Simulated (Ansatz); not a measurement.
Given:

VW:
```cif
data_V2W2
_chemical_formula_sum 'V2 W2'
_space_group_name_H-M_alt 'Cmmm'
_space_group_IT_number 65
_space_group_name_Hall '-C 2 2'
_cell_length_a 3.07907
_cell_length_b 4.44545
_cell_length_c 4.26337
_cell_angle_alpha 90.000
_cell_angle_beta 90.000
_cell_angle_gamma 90.000
loop_
_atom_site_label
_atom_site_type_symbol
_atom_site_symmetry_multiplicity
_atom_site_Wyckoff_symbol
_atom_site_fract_x
_atom_site_fract_y
_atom_site_fract_z
_atom_site_occupancy
V1 V 2 a 0.00000 0.00000 0.00000 1
W1 W 2 c 0.00000 0.50000 0.50000 1
```
(The calculation used a cell of 2 atoms; values per cell refer to that cell.)

This is the r²SCAN-relaxed structure.

Question: All from r²SCAN (plane waves, PAW; program Ansatz), unless another level is named. Give the formation energy from the elements (no fitted shifts).

Answer: -7.1 kJ/mol of atoms.

Question: Next, the density of states at the Fermi level?

Answer: 0.95 states/eV per atom (mean over ±0.08 eV).

The workflow started from a Materials Project entry (that database holds measured and hypothetical structures alike); the Crystallography Open Database copy checked does not list it. With V and W taken as one species the cell has the higher symmetry Im-3m, so it may be an ordered model of a mixed-site phase. Whether it is the stable phase at ambient conditions was not checked. Symmetry was held in the r²SCAN relaxation; its stability against distortions is not shown here. No spin polarisation was allowed. The references are the lowest solids computed at this level, not always the standard phases. Scalar-relativistic: spin–orbit coupling is off unless named, which matters more the heavier the elements.

Potentials: the later of the program's two PAW sets.
